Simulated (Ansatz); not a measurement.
The elements of this relaxed trial crystal are hidden behind letters.

```
lattice vectors (Å)
   3.9217    0.0000    0.0000
  -1.9608    3.3963    0.0000
   0.0000    0.0000   12.9373
fractional positions
X 0.6667 0.3333 0.5059
X 0.6667 0.3333 0.9983
X 0.0000 0.0000 0.2444
X 0.0000 0.0000 0.7518
Z 0.6667 0.3333 0.1836
Z 0.6667 0.3333 0.6906
Z 0.0000 0.0000 0.9370
Q 0.0000 0.0000 0.4365
```

Theory: DFT PBE, scalar-relativistic, plane waves, PAW in Ansatz 0.2.0. The final run on the 8-atom cell used 420 eV, a Γ-centred 12×12×2 mesh, 0.02 eV smearing and no spin polarisation.

| Item | Value |
| --- | --- |
| Space group | P3m1 (No. 156) |
| Conventional cell | a = 3.922 Å, c = 12.937 Å |
| Volume per atom | 21.54 Å³ |
| Density | 4.31 g/cm³ |
| Energy over the elements | −0.395 eV/atom |
| Gap on the 12×12×2 mesh of the 8-atom cell | 0.93 eV |

Energies are uncorrected and count from the elements' standard states at the same level.

Problem. X is a p-block element of period 4, Z is a p-block element of period 3 and Q is a p-block element of period 4. Which elements are they?

Solution. X = Ga, Z = P, Q = As, so the formula is Ga4AsP3. Density times volume gives a mean mass of 4.31 × 21.54/1.6605 = 55.9 u per atom, and this set has 55.8 u. Ga on its first site has 1 P at 2.39 Å and 3 As at 2.44 Å; P on its first site has 4 Ga at 2.40 Å; around As lie 4 Ga at 2.44–2.49 Å; 5 more sites not described. Other sets within the hints have nearly the same mass, so mass alone doesn't settle it; this one was computed.

Kohn–Sham gaps at this level usually fall short of measured ones. A later test with randomly moved atoms came back to the same energy, though modes that don't fit the test's cell weren't probed.
